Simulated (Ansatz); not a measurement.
Li: relaxation of cell and atoms

Level of theory: DFT, PBEsol, all-electron LAPW, scalar-relativistic (Ansatz 0.2.0).

Command: `ansatz run input.yaml --threads 1 --pin off --max-ram 2048MiB --backend cpu --events-out ev --progress --plain --runs-dir out` The run took about 4.2 s on 1 thread of a shared machine.

```yaml
crystal:
  lattice:
    - [3.1519389053, 0.0, 0.0]
    - [-1.5759694526, 2.7296591632, 0.0]
    - [0.0, 0.0, 5.1600208437]
  atoms:
    - { symbol: Li, position: [0.3333333333, 0.6666666667, 0.25] }
    - { symbol: Li, position: [0.6666666667, 0.3333333333, 0.75] }
kpoints:
  mp_grid: { grid: [12, 12, 7] }
scf:
  occupations: { method: fermi_dirac, width: 0.05 }
hamiltonian:
  xc: pbesol
  pseudopotentials: { kind: all_electron, lapw: { basis_error: 0.001 } }
output:
  forces: true
  stress: true
relax:
  f_tol: 0.005
  max_steps: 80
  cell: {}
```

The cell comes from COD entry 9011003, which wasn't checked; take it as a given geometry. The listed cell was then made from it by scaling, straining or moving an atom.

Each frame lists the cell vectors (Å), then Cartesian positions (Å); symmetry keeps all forces zero. Free energies count from the first step, -405.9913 eV.

The walk took 5 evaluations in all; steps that aren't listed are left out.

Step 1: E = 0.0 meV, P = -1.10 GPa

```
cell 3.1519 0.0000 0.0000 -1.5760 2.7297 0.0000 0.0000 0.0000 5.1600
Li    0.0000    1.8198    1.2900
Li    1.5760    0.9099    3.8700
```

Step 2:

```
cell 3.1115 0.0000 0.0000 -1.5557 2.6946 0.0000 0.0000 0.0000 5.0654
Li    0.0000    1.7964    1.2664
Li    1.5557    0.8982    3.7991
```

Step 3: E = -15.3 meV, P = 0.09 GPa

```
cell 3.0629 0.0000 0.0000 -1.5314 2.6525 0.0000 0.0000 0.0000 4.9369
Li    0.0000    1.7684    1.2342
Li    1.5314    0.8842    3.7027
```

Question: Give the energy, pressure of step 2.

Answer: E = -10.8 meV, P = -0.63 GPa
```
Li    0.0000    1.7964    1.2664
Li    1.5557    0.8982    3.7991
```

Question: How does the relaxation end?

Answer: It converges, with a = 3.070 Å, b = 3.070 Å, c = 4.947 Å, α = 90.00°, β = 90.00°, γ = 120.00° (conventional cell, space group P6_3/mmc). The last solve (on a basis chosen afresh for the final cell, so its energy is not quite comparable) gives E = -15.3 meV, P = 0.00 GPa:
```
cell 3.0701 0.0000 0.0000 -1.5350 2.6588 0.0000 0.0000 0.0000 4.9473
Li    0.0000    1.7725    1.2368
Li    1.5350    0.8863    3.7105
```
